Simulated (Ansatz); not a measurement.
Relaxed-ion elastic tensor of ScAl₂ (cubic Laves (MgCu2 type), space group No. 227) in GPa (Voigt order), LDA (plane waves, PAW; program Ansatz); density 3.18 g/cm³, 17.24 Å³ per atom.

```
 207  42.3  42.3   0.0   0.0   0.0
42.3   207  42.3   0.0   0.0   0.0
42.3  42.3   207   0.0   0.0   0.0
 0.0   0.0   0.0  74.5   0.0   0.0
 0.0   0.0   0.0   0.0  74.5   0.0
 0.0   0.0   0.0   0.0   0.0  74.5
```

Q: Is the crystal mechanically stable?

A: Yes: the smallest eigenvalue of C is 74.5 GPa.

Q: Work out the Voigt, Reuss and Hill averages.

A: K_V = 97.3, K_R = 97.3, K_H = 97.3; G_V = 77.7, G_R = 77.5, G_H = 77.6 GPa.

Q: Give Young's modulus, Poisson's ratio, Pugh's ratio and the universal anisotropy index.

A: E = 9KG/(3K + G) = 184 GPa; ν = 0.18; K/G = 1.25 (brittle by the Pugh limit of 1.75); A_U = 5G_V/G_R + K_V/K_R − 6 = 0.01.

Q: Estimate the sound speeds and the Debye temperature.

A: v_l = √((K + 4G/3)/ρ) = 7950 m/s, v_t = √(G/ρ) = 4940 m/s, mean 5450 m/s; Θ = (h/k)(3n/4πV)^(1/3) v_m = 628 K.

Q: Give the Zener ratio and Young's modulus along [100], [110] and [111].

A: A = 2C44/(C11 − C12) = 0.90; 1/E = S11 − 2(S11 − S12 − S44/2)Γ with Γ = 0, 1/4, 1/3 gives 193, 182, 178 GPa.

Q: Solve the Christoffel equation for the three sound speeds along [100], [110], [111].

A: Eigenvalues of C_ijkl n_j n_l equal ρv². In km/s, slowest first: [100] 4.84, 4.84, 8.08; [110] 4.84, 5.10, 7.92; [111] 5.02, 5.02, 7.87.

Space group Fd-3m (cubic Laves (MgCu2 type)). The workflow started from a Materials Project entry (that database holds measured and hypothetical structures alike); the Crystallography Open Database copy checked does not list it. Its standing as an ambient phase is unchecked. Symmetry was held in the LDA relaxation; of distortions, only those at the zone centre were tested. No spin polarisation was allowed. As this level gives no gap, shear constants depend on the k-mesh and smearing (Fermi–Dirac, 0.1 eV here).

Potentials: the later of the program's two PAW sets.
